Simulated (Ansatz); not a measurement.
BN (zinc blende)

```xyz
2
Lattice="0.0000 1.8044 1.8044 1.8044 0.0000 1.8044 1.8044 1.8044 0.0000" Properties=species:S:1:pos:R:3 pbc="T T T"
N      2.7066     2.7066     2.7066
B      0.0000     0.0000     0.0000
```

A phonon eigenvector at Γ is frozen into this cell: atom i moves by Q times the vector below, so Q is the largest atomic displacement, in Å. The cell is held. It is one choice among 3 degenerate patterns.

| atom | x | y | z |
|---|---|---|---|
| N1 | 0.000 | 0.000 | -0.772 |
| B2 | 0.000 | 0.000 | 1.000 |

Level of theory: r2SCAN (plane waves to 500 eV, PAW, scalar-relativistic; Ansatz, an electronic-structure program). k mesh 16×16×16 (Γ-centred), Fermi-Dirac smearing 0.05 eV. Energies are smeared free energies. BN was relaxed with its symmetry unable to fall. The PAW data are Ansatz's earlier set. The zero of ΔE is the undisplaced structure.

| Q (Å) | ΔE (meV/cell) |
|---|---|
| -0.180 | withheld |
| -0.150 | 798 |
| -0.120 | 525 |
| -0.090 | 302 |
| -0.060 | 136 |
| -0.030 | 34 |
| 0.000 | 0 |
| 0.030 | 34 |
| 0.060 | 136 |
| 0.090 | 302 |
| 0.120 | 525 |
| 0.150 | 798 |
| 0.180 | withheld |

Task: Fit an even polynomial form (powers 2, 4) to the given rows and predict ΔE at Q = 0.180.

Result: Least squares on the 11 given rows: ΔE = (38250)·Q² + (-123900)·Q⁴, in meV/cell with Q in Å; root-mean-square residual 0.2 meV/cell. At 0.180 the fit gives 1109 meV/cell; the calculation gives 1111 meV/cell, so the extrapolation is off by -2 (-0.2 %). The quadratic term alone would give 1239 meV/cell.

(A displaced cell: forces are minus the slopes of the energy, force constants its curvatures, and phonons follow from these.)
